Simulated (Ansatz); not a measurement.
**Cs$_{2}$ClF$_{4}$ in Ansatz, relaxation**

Launch command:

```bash
ansatz run input.yaml --threads 2 --pin off --max-ram 2560MiB --backend cpu --events-out ev --progress --plain --runs-dir out
```

input.yaml:

```yaml
crystal:
  lattice:
    - [0.0, 4.670419, 0.0]
    - [4.670419, 0.0, 0.0]
    - [2.335209, 2.335209, -7.23451]
  atoms:
    - { symbol: F, position: [0.15, 0.15, 0.7] }
    - { symbol: F, position: [0.85, 0.85, 0.3] }
    - { symbol: Cs, position: [0.36, 0.36, 0.28] }
    - { symbol: Cs, position: [0.64, 0.64, 0.72] }
    - { symbol: F, position: [0.5, 0.0, 0.0] }
    - { symbol: F, position: [0.0, 0.5, 0.0] }
    - { symbol: Cl, position: [0.0, 0.0, 0.0] }
  symmetry: { tolerance: 0.0003 }
kpoints:
  mp_grid: { grid: [6, 6, 6], shift: [0, 0, 0] }
magnetization:
  spin_polarized: false
scf:
  occupations: { method: gaussian, width: 0.1471 }
  lower_state_search: "off"
hamiltonian:
  pseudopotentials: { kind: paw }
  xc: pbesol
basis:
  ecutwfc: 420
  fft_grid_basis: typed
relax:
  max_steps: 60
  cell: { p_target: 0.0 }
  f_tol: 0.03
output:
  forces: true
  stress: true
  eigenvalues: true
  bader: true
  populations: true
  elf: true
  write_potential: true
  volumetric_format: npy
  dos:
    e_range: [-12, 8]
    de: 0.05
    projected: { site_lists: { Cl: [Cl], Cs: [Cs], F: [F] } }
  write_density: true
checkpoint:
  read: saved_state
```

Origin of the cell: a known structure type with other elements, at an estimated volume, so it need not be a known compound.

The saved state is a converged single point of the same cell.

Steps («new basis» is an SCF on plane waves selected anew at the same cell):

```
step  ΔF (meV/atom)  max force component (eV/Å)  P (GPa)  volume (Å³)  SCF iterations   step was
   1            0.0                       0.273    -1.72       157.81              10   accepted
   2           -2.2                       0.717     0.65       150.01              11   rejected
   3          -19.8                       0.656    -0.54       153.50              14   accepted
   4          -63.0                       0.932     0.45       151.32               9   accepted
   5          -71.3                       1.619     3.93       150.37               9   accepted
   6          -95.4                       0.323    -0.07       159.03               9   accepted
   7          -98.4                       0.103    -0.24       159.17               8   accepted
   8          -99.4                       0.060     0.01       158.67               7   accepted
   9          -99.8                       0.008     0.00       158.01               8   accepted
  10         -104.5                       0.008     0.32       158.01              10  new basis
  11         -104.8                       0.009     0.04       159.61               8   accepted
  12         -105.5                       0.008     0.06       159.61               8  new basis
  13         -105.4                       0.002    -0.01       160.12               8   accepted
  14         -105.5                       0.002     0.00       160.12               7  new basis
```

The starting structure.

Space group I4/mmm (No. 139); the run's cell has a = 4.670 Å, b = 4.670 Å, c = 7.953 Å, α = 72.92°, β = 72.92°, γ = 90.00°. Shortest distances: Cl–F 2.17 Å, Cs–F 3.04 Å, F–F 3.19 Å.

The relaxed structure.

Space group I4/mmm (No. 139); the run's cell has a = 4.944 Å, b = 4.944 Å, c = 7.425 Å, α = 70.55°, β = 70.55°, γ = 90.00°. Shortest distances: Cl–F 1.84 Å, Cs–F 2.97 Å, F–F 3.08 Å, Cs–Cs 3.47 Å.

```
CELL_PARAMETERS angstrom
0.00000 4.94430 0.00000
4.94430 0.00000 0.00000
2.47215 2.47215 -6.54996
ATOMIC_POSITIONS crystal
F 0.14080 0.14080 0.71839
F 0.85920 0.85920 0.28161
Cs 0.36757 0.36757 0.26487
Cs 0.63243 0.63243 0.73513
F 0.50000 0.00000 0.00000
F 0.00000 0.50000 0.00000
Cl 0.00000 0.00000 0.00000
```

```yaml
Free_energy_lowered_by: 105.5 meV/atom
Volume_change: 1.47 %
Final_pressure: 0.00 GPa
Relaxation_steps_listed: 14
Formation_energy_elements_under_the_same_functional_gases_as_molecules_uncorrected: -1.727 eV/atom
```

Caveats: no moments, though an odd count or open d shells may carry them; the relaxation held the start's symmetry, so the end may be a saddle point.

The run took 3.5 min on 2 threads of Arm Neoverse N1, with other jobs on the host, peak memory 0.52 GiB, from a saved density.
